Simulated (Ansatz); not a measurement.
InIr3N:
```
CELL_PARAMETERS angstrom
      4.16034     0.00000     0.00000
      0.00000     4.16034     0.00000
      0.00000     0.00000     4.16034
ATOMIC_POSITIONS crystal
  In 0.00000 0.00000 0.00000
  Ir 0.00000 0.50000 0.50000
  Ir 0.50000 0.00000 0.50000
  Ir 0.50000 0.50000 0.00000
  N  0.50000 0.50000 0.50000
```

Relaxed with PBE. Special points in fractions of this cell's reciprocal vectors: Γ (0.000, 0.000, 0.000); X (0.000, 0.500, 0.000); M (0.500, 0.500, 0.000); R (0.500, 0.500, 0.500).

List the band energies nearest the Fermi level at these points for plane-wave PAW PBE with spin–orbit coupling (Ansatz code).

In eV from the Fermi level; about four levels below and three above (degenerate sets whole), none deeper than 8.9 eV; points with the same levels are listed once.

```
k                                below                above
-  -----------------------------------  -------------------
Γ  -1.57 -1.57 -1.57 -1.57 -0.22 -0.22  0.35 0.35 0.49 0.49
X              -1.04 -1.04 -0.55 -0.55  0.14 0.14 1.80 1.80
M              -0.47 -0.47 -0.21 -0.21  0.27 0.27 0.95 0.95
R  -1.25 -1.25 -1.25 -1.25 -0.33 -0.33  0.08 0.08 0.08 0.08
```

Space group Pm-3m (anti-perovskite). The start of the workflow was typed in or built on a structure type; neither database checked (COD, Materials Project) lists it. Its standing as an ambient phase is unchecked. The PBE relaxation kept the symmetry of its start; its stability against distortions is not shown here. The workflow began spin-polarised and lost its moments. The volume moved by 16 % from the start of the relaxation. Its formation energy is positive at this level, so the cell may be metastable or incomplete.

Potentials: the earlier of the program's two PAW sets.
